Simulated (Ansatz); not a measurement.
The start is a generated cell, ZnAg built in the AFLOW prototype AB_oP4_59_a_b (as in CuTe). The structure is fully relaxed (lattice and positions, P = 0) with PBEsol (plane waves to 420 eV, PAW, scalar-relativistic; Ansatz, a first-principles code). The first steps use a coarse 12×9×6 k-mesh.

Input geometry:
```
ZnAg
1.0
    2.80359     0.00000     0.00000
    0.00000     3.64022     0.00000
    0.00000     0.00000     6.18570
Zn Ag
2 2
Cartesian
  0.00000   0.00000   0.31547
  1.40179   1.82011   5.87023
  0.00000   1.82011   1.71344
  1.40179   0.00000   4.47226
```

```yaml
initial_pressure: "+30.9 GPa (positive: the cell is compressed)"
outcome: The space group stays Pmmn (No. 59) (the run could not lower it), with 4 atoms in the primitive cell
energy_released: 0.81 eV/atom
volume_change: -2.8 %, from 15.78 to 15.33 Å³/atom
Shortest distances (start → end): "The closest pairs of elements (up to four, under 3.6 Å), start → end: Ag–Zn 2.30 → 2.71 Å; Zn–Zn 2.38 → 2.80 Å; Ag–Ag 2.80 → 2.83 Å"
band_gap_at_the_end: zero (metallic)
optimiser_moves: 20
```

Final structure:

```cif
data_Ag2Zn2
_chemical_formula_sum 'Zn2 Ag2'
_space_group_name_H-M_alt 'Pmmn :1'
_space_group_IT_number 59
_space_group_name_Hall 'P 2 2ab -1ab'
_cell_length_a 2.88473
_cell_length_b 4.56071
_cell_length_c 4.66209
_cell_angle_alpha 90.000
_cell_angle_beta 90.000
_cell_angle_gamma 90.000
loop_
_space_group_symop_operation_xyz
  'x, y, z'
  '-x, -y, z'
  'x+1/2, -y+1/2, -z'
  '-x+1/2, y+1/2, -z'
  '-x+1/2, -y+1/2, -z'
  'x+1/2, y+1/2, -z'
  '-x, y, z'
  'x, -y, z'
loop_
_atom_site_label
_atom_site_type_symbol
_atom_site_symmetry_multiplicity
_atom_site_Wyckoff_symbol
_atom_site_fract_x
_atom_site_fract_y
_atom_site_fract_z
_atom_site_occupancy
Zn1 Zn 2 a 0.00000 0.00000 0.08149 1
Ag1 Ag 2 b 0.00000 0.50000 0.40962 1
```

Final values are on a 16×10×10 k-mesh of the relaxed cell. No spin polarisation in the result.

The run could not lose the symmetry of its start; a randomly shaken copy of 8 atoms returns to this structure.

The relaxed structure here is a generated cell of ZnAg: the first start was made by placing the elements on the sites of a structure type, and the end was not matched to a known phase here, so it may be hypothetical.
